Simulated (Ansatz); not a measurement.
CoB$_{2}$W$_{2}$:
Space group Immm (No. 71); a = 3.167 Å, b = 4.540 Å, c = 7.066 Å, α = 90.00°, β = 90.00°, γ = 90.00°

| atom | site | symmetry | x | y | z |
|---|---|---|---|---|---|
| Co | 2a | mmm | 0.0000 | 0.0000 | 0.0000 |
| W | 4j | mm2 | 0.0000 | 0.5000 | 0.2012 |
| B | 4h | m2m | 0.0000 | 0.2069 | 0.5000 |
(The calculation used a cell of 5 atoms; values per cell refer to that cell.)

Relaxed with r²SCAN.

Problem. Which orbitals make up the states near the Fermi level in r²SCAN in the plane-wave PAW code Ansatz?

Solution. Within 0.5 eV of the Fermi level: W 5d 46 %, Co 3d 42 %, B 2p 8 %. Projections are on Löwdin-orthogonalised atomic valence shells; empty p or d shells of many metals are not among them.

Problem. Tabulate the density of states.

Solution. States/eV per cell of 5 atoms, in 0.25 eV bins, energy from the Fermi level.

| E (eV) | total | W 5d | Co 3d | B 2p |
|---|---|---|---|---|
| -7.85 | 1.03 | 0.32 | 0.08 | 0.33 |
| -7.60 | 1.42 | 0.45 | 0.15 | 0.44 |
| -7.35 | 1.61 | 0.51 | 0.14 | 0.55 |
| -7.10 | 1.37 | 0.44 | 0.12 | 0.50 |
| -6.85 | 1.23 | 0.41 | 0.11 | 0.44 |
| -6.60 | 1.29 | 0.47 | 0.12 | 0.44 |
| -6.35 | 1.75 | 0.66 | 0.19 | 0.60 |
| -6.10 | 1.76 | 0.65 | 0.21 | 0.62 |
| -5.85 | 1.76 | 0.62 | 0.24 | 0.62 |
| -5.60 | 2.08 | 0.74 | 0.31 | 0.75 |
| -5.35 | 2.65 | 0.99 | 0.44 | 0.92 |
| -5.10 | 2.88 | 1.18 | 0.54 | 0.92 |
| -4.85 | 3.11 | 1.45 | 0.54 | 0.92 |
| -4.60 | 4.64 | 2.06 | 0.94 | 1.42 |
| -4.35 | 5.48 | 2.48 | 1.34 | 1.31 |
| -4.10 | 5.53 | 2.31 | 1.33 | 1.36 |
| -3.85 | 5.82 | 2.69 | 1.22 | 1.39 |
| -3.60 | 4.05 | 1.82 | 1.26 | 0.69 |
| -3.35 | 2.64 | 1.21 | 0.91 | 0.35 |
| -3.10 | 3.52 | 1.43 | 1.35 | 0.49 |
| -2.85 | 2.87 | 1.08 | 1.39 | 0.27 |
| -2.60 | 3.34 | 1.23 | 1.71 | 0.23 |
| -2.35 | 3.77 | 1.44 | 1.88 | 0.24 |
| -2.10 | 2.82 | 1.08 | 1.35 | 0.22 |
| -1.85 | 2.60 | 0.93 | 1.28 | 0.23 |
| -1.60 | 2.74 | 0.84 | 1.54 | 0.23 |
| -1.35 | 4.36 | 1.10 | 2.89 | 0.27 |
| -1.10 | 3.51 | 0.99 | 2.22 | 0.22 |
| -0.85 | 3.03 | 0.96 | 1.81 | 0.19 |
| -0.60 | 2.95 | 1.13 | 1.55 | 0.19 |
| -0.35 | 2.24 | 0.94 | 1.06 | 0.17 |
| -0.10 | 2.51 | 1.09 | 1.11 | 0.21 |
| 0.15 | 2.05 | 0.94 | 0.86 | 0.16 |
| 0.40 | 2.09 | 1.14 | 0.70 | 0.16 |
| 0.65 | 1.50 | 0.90 | 0.41 | 0.12 |
| 0.90 | 1.59 | 0.99 | 0.40 | 0.13 |
| 1.15 | 1.85 | 1.20 | 0.42 | 0.15 |
| 1.40 | 1.90 | 1.29 | 0.37 | 0.17 |
| 1.65 | 2.93 | 2.00 | 0.52 | 0.29 |
| 1.90 | 3.67 | 2.60 | 0.59 | 0.35 |
| 2.15 | 3.73 | 2.73 | 0.51 | 0.36 |
| 2.40 | 3.17 | 2.46 | 0.32 | 0.28 |
| 2.65 | 2.80 | 2.22 | 0.25 | 0.22 |
| 2.90 | 2.44 | 1.96 | 0.19 | 0.18 |
| 3.15 | 2.33 | 1.83 | 0.16 | 0.21 |
| 3.40 | 1.47 | 1.01 | 0.09 | 0.23 |
| 3.65 | 1.35 | 0.79 | 0.08 | 0.33 |
| 3.90 | 1.49 | 0.83 | 0.09 | 0.40 |
| 4.15 | 1.66 | 0.88 | 0.10 | 0.47 |
| 4.40 | 2.03 | 1.01 | 0.13 | 0.57 |
| 4.65 | 2.47 | 1.16 | 0.18 | 0.67 |

The workflow started from an entry of the Crystallography Open Database (COD). Its standing as an ambient phase is unchecked. Symmetry was held in the r²SCAN relaxation; its stability against distortions is not shown here. The workflow began spin-polarised and lost its moments. Scalar-relativistic: spin–orbit coupling is off unless named, which matters more the heavier the elements.

Potentials: the later of the program's two PAW sets.
